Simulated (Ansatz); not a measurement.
Relaxed-ion elastic tensor of NaIn in space group Fd-3m (No. 227; In on 8a, Na on 8b) in GPa (Voigt order), DFT-PBEsol in the program Ansatz with PAW potentials; density 4.68 g/cm³, 24.43 Å³ per atom.

```csv
,1,2,3,4,5,6
1,34.9,21.8,21.8,0.0,0.0,0.0
2,21.8,34.9,21.8,0.0,0.0,0.0
3,21.8,21.8,34.9,0.0,0.0,0.0
4,0.0,0.0,0.0,21.6,0.0,0.0
5,0.0,0.0,0.0,0.0,21.6,0.0
6,0.0,0.0,0.0,0.0,0.0,21.6
```

**Question.** Is the crystal mechanically stable?

**Answer.** Yes: the smallest eigenvalue of C is 13.1 GPa.

**Question.** Work out the Voigt, Reuss and Hill averages.

**Answer.** K_V = 26.2, K_R = 26.2, K_H = 26.2; G_V = 15.6, G_R = 11.3, G_H = 13.4 GPa.

**Question.** Give Young's modulus, Poisson's ratio, Pugh's ratio and the universal anisotropy index.

**Answer.** E = 9KG/(3K + G) = 34.4 GPa; ν = 0.28; K/G = 1.95 (ductile by the Pugh limit of 1.75); A_U = 5G_V/G_R + K_V/K_R − 6 = 1.91.

**Question.** Estimate the sound speeds and the Debye temperature.

**Answer.** v_l = √((K + 4G/3)/ρ) = 3070 m/s, v_t = √(G/ρ) = 1690 m/s, mean 1890 m/s; Θ = (h/k)(3n/4πV)^(1/3) v_m = 194 K.

**Question.** Give the Zener ratio and Young's modulus along [100], [110] and [111].

**Answer.** A = 2C44/(C11 − C12) = 3.29; 1/E = S11 − 2(S11 − S12 − S44/2)Γ with Γ = 0, 1/4, 1/3 gives 18.2, 35.1, 50.8 GPa.

**Question.** Solve the Christoffel equation for the three sound speeds along [100], [110], [111].

**Answer.** Eigenvalues of C_ijkl n_j n_l equal ρv². In km/s, slowest first: [100] 2.15, 2.15, 2.73; [110] 1.18, 2.15, 3.27; [111] 1.57, 1.57, 3.43.

The workflow started from an entry of the Crystallography Open Database (COD). Its standing as an ambient phase is unchecked. The PBEsol relaxation kept the symmetry of its start; whether a distortion lowers the energy is not shown. As this level gives no gap, shear constants depend on the k-mesh and smearing (Fermi–Dirac, 0.1 eV here).

Potentials: the later of the program's two PAW sets.
